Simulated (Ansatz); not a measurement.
From the elastic tensor of Be2Re2Ge3P2 to moduli and sound speeds

These are results of DFT PBE, scalar-relativistic, plane waves, PAW in Ansatz, not measurements. Settings: 420 eV plane-wave cutoff, Γ-centred 12×12×4 mesh, Gaussian smearing of 0.10 eV. No spin polarisation.

Space group P-3m1 (No. 164), trigonal, a = 3.309 Å, c = 13.506 Å. Be is surrounded by 3 Be at 1.91 Å and 6 Re at 2.42–2.44 Å; Re is surrounded by 6 Be at 2.42–2.44 Å and 3 Ge at 2.63 Å; Ge on a site of symmetry 3m is surrounded by 3 Re at 2.63 Å and 3 P at 2.65 Å; around Ge on a site of symmetry -3m lie 6 P at 2.50 Å; P has 6 Ge at 2.50–2.65 Å.

The cell was found from a structure generator's guess, not taken from experiment. In a metal, frequencies and elastic constants depend on the k mesh and the smearing, soft modes and shear constants most. Spin–orbit coupling is left out, which matters for heavy elements.

Relaxed-ion constants (GPa, on the Cartesian axes of the calculation):
```
220.2  63.3  92.3 -21.9   0.0   0.0
 63.3 220.2  92.3  21.9   0.0   0.0
 92.1  92.1 222.3   0.0   0.0   0.0
-21.9  21.9   0.0  43.6   0.0   0.0
  0.0   0.0   0.0   0.0  43.6 -21.9
  0.0   0.0   0.0   0.0 -21.9  78.5
```

Density 8.688 g/cm³; 9 atoms in 128.10 Å³.

With S = C⁻¹: B_V = (C11+C22+C33+2(C12+C13+C23))/9, G_V = (C11+C22+C33−C12−C13−C23+3(C44+C55+C66))/15, 1/B_R = S11+S22+S33+2(S12+S13+S23), 15/G_R = 4(S11+S22+S33−S12−S13−S23)+3(S44+S55+S66); Hill is their mean. Then v_l = √((B+4G/3)/ρ), v_t = √(G/ρ), v_m = [(2/v_t³+1/v_l³)/3]^(−1/3) and Θ = (ħ/k_B)·v_m·(6π²n/V)^(1/3) for n atoms in the volume V; E = 9BG/(3B+G), ν = (3B−2G)/(2(3B+G)) and A^U = 5G_V/G_R + B_V/B_R − 6.

```
Bulk modulus, Voigt / Reuss / Hill          : 128.7 / 128.1 / 128.4 GPa
Shear modulus, Voigt / Reuss / Hill         : 60.8 / 50.1 / 55.5 GPa
Young's modulus                             : 145 GPa
Poisson ratio                               : 0.311
Pugh ratio B/G                              : 2.31 (over 1.75, the rule of thumb for ductile)
Universal anisotropy index                  : 1.07
Longitudinal and transverse sound speeds    : 4826 and 2527 m/s
Debye temperature from the mean sound speed : 347 K
```
